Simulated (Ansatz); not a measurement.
# Pressure against volume: ScF₃

```cif
data_structure
_symmetry_space_group_name_H-M 'P 1'
_symmetry_Int_Tables_number 1
_cell_length_a 4.0125
_cell_length_b 4.0125
_cell_length_c 4.0125
_cell_angle_alpha 90.000
_cell_angle_beta 90.000
_cell_angle_gamma 90.000
_cell_volume 64.60
loop_
_atom_site_label
_atom_site_type_symbol
_atom_site_fract_x
_atom_site_fract_y
_atom_site_fract_z
_atom_site_occupancy
Sc1 Sc 0.00000 0.00000 0.00000 1
F1 F 0.50000 0.00000 0.00000 1
F2 F 0.00000 0.50000 0.00000 1
F3 F 0.00000 0.00000 0.50000 1
```

The runs use the primitive cell with vectors (4.012, 0.000, 0.000), (0.000, 4.012, 0.000), (0.000, 0.000, 4.012) Å, to which the k mesh refers.

The cell comes from COD entry 4127282, which wasn't checked; take it as a given geometry.

Methods: DFT, LDA, all-electron LAPW, scalar-relativistic (Ansatz 0.2.0); DFT, LDA, PAW with Ansatz's default frozen-core files, scalar-relativistic (Ansatz 0.2.0).

For LAPW: a Γ-centred 6×6×6 k mesh, Fermi–Dirac smearing of 0.02 eV, basis error target 1 meV/atom, no spin polarisation. PAW takes a cutoff of 420 eV at this cell (files made with PBE, cores remade for this functional). The Ansatz runs share mesh, smearing and spin set-up. Plane-wave (PAW) pressures include the program's estimate of the Pulay term.

The cell above is scaled evenly, with fractional coordinates and shape held.

```
V/V(cell)  V (Å³/atom)  P, LAPW (GPa)  P, PAW (GPa)  gap on the k mesh, LAPW (eV)  free energy over the lowest listed, PAW (meV/atom)
   0.9400       15.181           3.74          3.68                          6.52                                                 5.0
   0.9600       15.504           1.27          1.21                          6.42                                                 0.1
   0.9800       15.827          -0.94         -1.00                          6.31                                                 0.0
   0.9900       15.988          -1.96         -2.01                          6.26                                                 1.5
   1.0000       16.150          -2.92         -2.97                          6.21                                                 4.0
   1.0100       16.311          -3.83         -3.88                          6.16                                                 7.4
   1.0200       16.473          -4.69         -4.74                          6.11                                                11.8
   1.0400       16.796              ?             ?                             ?                                                   ?
   1.0600       17.119          -7.68         -7.73                          5.91                                                37.3
```

Q: Fill in the row V/V(cell) = 1.0400.

A: P, LAPW (GPa) = -6.27, P, PAW (GPa) = -6.32, gap on the k mesh, LAPW (eV) = 6.01, free energy over the lowest listed, PAW (meV/atom) = 22.9.

Q: What do Birch–Murnaghan fits to the pressures give?

A: LAPW: V0 = 15.68 Å³/atom, B0 = 107 GPa, B0′ = 4.4; PAW: V0 = 15.68 Å³/atom, B0 = 107 GPa, B0′ = 4.4.

PAW's V0 lies -0.05 % from the all-electron value and its B0 0.1 %. Symmetry fixes shape and coordinates here, so this is the relaxed modulus.
